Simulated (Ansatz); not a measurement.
LiCl, in the lowest of the structures calculated here: Fm-3m (No. 225), cF8, rock salt type; a = b = c = 5.1123 Å, α = β = γ = 90.00°; Cl 4a (0.000, 0.000, 0.000); Li 4b (0.500, 0.500, 0.500). Level of theory: r2SCAN (plane waves to 500 eV, PAW, scalar-relativistic; Ansatz, an electronic-structure program). Element references, the lowest calculated here: Li (Fm-3m, not the ambient form), Cl (Cmce); gases are represented by their molecular solids.

**Question.** Estimate the formation energy of this Fm-3m form of LiCl from the elements that r2SCAN returns for this input.

**Answer.** -2.02 eV/atom.

Static energies, no anion corrections, no zero-point energy. Values are rounded to 0.01 eV/atom. The compounds carry no spin polarisation.
